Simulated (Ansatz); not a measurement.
CdSe (wurtzite, P6_3mc), DFT-r²SCAN in the program Ansatz with PAW potentials. The conduction-band minimum lies at Γ, with 1 equivalent valley. Second derivatives d²E/dk² of the lowest band at one valley (eV·Å²), along Cartesian directions:

```json
[
 {"direction": "[100]", "d²E/dk²": "75.94"},
 {"direction": "[010]", "d²E/dk²": "75.94"},
 {"direction": "[001]", "d²E/dk²": "81.66"},
 {"direction": "[110]", "d²E/dk²": "75.94"},
 {"direction": "[101]", "d²E/dk²": "78.83"},
 {"direction": "[011]", "d²E/dk²": "78.83"}
]
```

Question: Find the principal effective masses, the density-of-states mass and the conductivity mass.

Answer: Off-diagonal terms follow from H_xy = H[110] − (H_xx + H_yy)/2, and m*/mₑ = 7.620 eV·Å² over each eigenvalue: 0.093, 0.10, 0.10. One valley's DOS mass (m₁m₂m₃)^(1/3) = 0.098, conductivity mass 3/(Σ 1/mᵢ) = 0.098 mₑ.

Question: What effective density of states Nc follows at 300 K for parabolic valleys?

Answer: Nc = 2.509e19 × 1 × (0.098)^(3/2) ≈ 7.7e17 cm⁻³.

Question: With the computed static dielectric constant 9.85 (mean of the diagonal), estimate a hydrogenic donor's binding energy and radius.

Answer: E = 13.606 eV × 0.098/9.85² ≈ 14 meV; a = 0.529 Å × ε/m* ≈ 53 Å. Semilocal masses tend to be too small where the gap is.

Symmetry was held in the r²SCAN relaxation; of distortions, only those at the zone centre were tested. Spin–orbit coupling is left out wherever it is not named.

Potentials: the later of the program's two PAW sets.
